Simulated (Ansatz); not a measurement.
# Guessed and relaxed cells of B₇P

The cell of B₇P is invented: random cell by space group and Wyckoff sites (P6/mmm, No. 191). Its size is a rough estimate.

start:

Space group P6/mmm (No. 191). a = 3.764 Å, b = 3.764 Å, c = 6.018 Å, α = 90.00°, β = 90.00°, γ = 120.00°
```csv
atom,site,symmetry,x,y,z
B,3f,mmm,0.5000,0.0000,0.0000
B,3g,mmm,0.5000,0.0000,0.5000
B,1b,6/mmm,0.0000,0.0000,0.5000
P,1a,6/mmm,0.0000,0.0000,0.0000
```

Computed with DFT PBE, scalar-relativistic, plane waves, PAW in Ansatz. Cutoff 420 eV, Gaussian smearing, Γ-centred meshes. Cell and atoms relax first on a coarse mesh and then on a finer one. In between, the cell is made exact in the group found at 0.06 Å. In metals the finer mesh still leaves noise of several meV/atom or more. The steps can't lower the symmetry of their start. No spin polarisation.

end:

Space group P6/mmm (No. 191). a = 3.669 Å, b = 3.669 Å, c = 7.409 Å, α = 90.00°, β = 90.00°, γ = 120.00°
| atom | site | symmetry | x | y | z |
| --- | --- | --- | --- | --- | --- |
| B | 3f | mmm | 0.5000 | 0.0000 | 0.0000 |
| B | 3g | mmm | 0.5000 | 0.0000 | 0.5000 |
| B | 1b | 6/mmm | 0.0000 | 0.0000 | 0.5000 |
| P | 1a | 6/mmm | 0.0000 | 0.0000 | 0.0000 |

The symmetry stays P6/mmm (No. 191). The volume per atom grows by 17.0 %, from 9.2 to 10.8 Å³. The shortest distance goes from 1.88 Å (B–P and B–B) to 1.83 Å (B–P and B–B). The ratio c/a of the conventional cell changes by a factor of 1.26.

For B₇P, the volume per atom is 10.8 Å³, the density is 2.0 g/cm³ and the formation energy is +1.23 eV/atom. The gap on the 12×12×6 mesh of the 8-atom cell is 0 eV (a metal).

The zero of energy is the elements' standard structures at the same level; no fitted shifts are applied. The references include black phosphorus. It can't be a ground state, since the elements alone are lower.

The last run used Gaussian smearing of 0.10 eV. Weakly bound directions are ill-defined at this level, which has no dispersion term. The reference form of P is held partly by dispersion forces, which this level lacks. A structure relaxed within its symmetry needn't be a true minimum. In all, the 3 runs took 70 s on 1 thread of Arm Neoverse V1, with other jobs on the host.
